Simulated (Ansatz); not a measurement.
Mg:
```xyz
1
Lattice="3.0773 0.0000 0.0000 -1.5387 2.6651 0.0000 0.0000 0.0000 3.0421" Properties=species:S:1:pos:R:3 pbc="T T T"
Mg     0.0000     0.0000     0.0000
```

Relaxed with r²SCAN.

Question: Map the electron localisation function on the plane through (0.000, 0.000, 0.000) spanned by u = [1, 1, 0] and v = [1, -1, 0] in lattice vectors, from r²SCAN (plane waves, PAW; program Ansatz).

Answer: x is the fraction of u, y of v (the angle between them is 90°; rows are the nearest grid lines); atoms in the plane: Mg at (0.00, 0.00), Mg at (0.50, 0.50).
```
y \ x   0.000  0.0625  0.188  0.250  0.375  0.438  0.562  0.625  0.750  0.812  0.938   1.00
------  -----  ------  -----  -----  -----  -----  -----  -----  -----  -----  -----  -----
1.00    0.169   0.248  0.395  0.118  0.240  0.574  0.574  0.240  0.118  0.395  0.248  0.169
0.926   0.411   0.432  0.220  0.056  0.378  0.619  0.619  0.378  0.056  0.220  0.432  0.411
0.852   0.101   0.079  0.055  0.155  0.619  0.674  0.674  0.619  0.155  0.055  0.079  0.101
0.778   0.303   0.338  0.541  0.622  0.661  0.658  0.658  0.661  0.622  0.541  0.338  0.303
0.704   0.676   0.676  0.639  0.557  0.238  0.156  0.156  0.238  0.557  0.639  0.676  0.676
0.630   0.682   0.665  0.304  0.081  0.096  0.190  0.190  0.096  0.081  0.304  0.665  0.682
0.556   0.658   0.602  0.065  0.072  0.439  0.384  0.384  0.439  0.072  0.065  0.602  0.658
0.444   0.658   0.602  0.065  0.072  0.439  0.384  0.384  0.439  0.072  0.065  0.602  0.658
0.370   0.682   0.665  0.304  0.081  0.096  0.190  0.190  0.096  0.081  0.304  0.665  0.682
0.296   0.676   0.676  0.639  0.557  0.238  0.156  0.156  0.238  0.557  0.639  0.676  0.676
0.222   0.303   0.338  0.541  0.622  0.661  0.658  0.658  0.661  0.622  0.541  0.338  0.303
0.148   0.101   0.079  0.055  0.155  0.619  0.674  0.674  0.619  0.155  0.055  0.079  0.101
0.0741  0.411   0.432  0.220  0.056  0.378  0.619  0.619  0.378  0.056  0.220  0.432  0.411
0.000   0.169   0.248  0.395  0.118  0.240  0.574  0.574  0.240  0.118  0.395  0.248  0.169
```

The density is the valence pseudo-density with augmentation charge, so density and ELF within about 1 Å of a nucleus are not all-electron values.

Space group P6/mmm (simple hexagonal). The workflow started from a Materials Project entry (that database holds measured and hypothetical structures alike); the Crystallography Open Database copy checked does not list it. It is not the phase usual at ambient conditions (space group No. 194). The cell was relaxed with r²SCAN under the symmetry of its start. At this level the phase is mechanically unstable.

Potentials: the later of the program's two PAW sets.
